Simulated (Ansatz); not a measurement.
# Lattice dynamics of Na

Na in the bcc lattice, in a typed cell, not relaxed.

```
Na
1.0
    -2.10000    2.10000    2.10000
     2.10000   -2.10000    2.10000
     2.10000    2.10000   -2.10000
Na
1
Direct
  0.00000 0.00000 0.00000
```

Method (Ansatz, development build): LDA; Ansatz hand-made PAW at 700 eV; k mesh 8×8×8; Fermi–Dirac smearing of 0.1 eV; no spin. Harmonic phonons by finite displacements in cells commensurate with each q, in cm⁻¹; i marks an unstable mode.

Caveats: coarse k mesh.

**Question.** Give all 3 branches at q = (0.5, -0.5, 0.5) and q = (0, 0, 0.5) (reciprocal cell vectors).

**Answer.** q = (0.5, -0.5, 0.5): 114 (×3). q = (0, 0, 0.5): 25, 84, 115.
